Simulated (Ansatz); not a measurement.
Input:

BaTe:
```yaml
crystal:
  lattice:
    - [0.00000, 3.53167, 3.53167]
    - [3.53167, 0.00000, 3.53167]
    - [3.53167, 3.53167, 0.00000]
  atoms:
    - { symbol: Ba, position: [0.00000, 0.00000, 0.00000] }
    - { symbol: Te, position: [0.50000, 0.50000, 0.50000] }
```

This is the r²SCAN-relaxed structure.

### Question
All from plane-wave PAW r²SCAN (Ansatz code), unless another level is named. Predict the HSE06 gap on the r²SCAN cell.

### Answer
2.35 eV.

### Question
Next, the electron effective mass with spin–orbit coupling?

### Answer
0.28, 0.28, 1.3 mₑ (principal values).

### Question
Give the smallest direct gap on the standard path.

### Answer
2.36 eV.

### Question
Next, the valence-band maximum?

### Answer
at Γ.

Space group Fm-3m (rock salt). The cell was relaxed with r²SCAN under the symmetry of its start; of distortions, only those at the zone centre were tested. Scalar-relativistic: spin–orbit coupling is off unless named, which matters more the heavier the elements.

Potentials: the later of the program's two PAW sets.
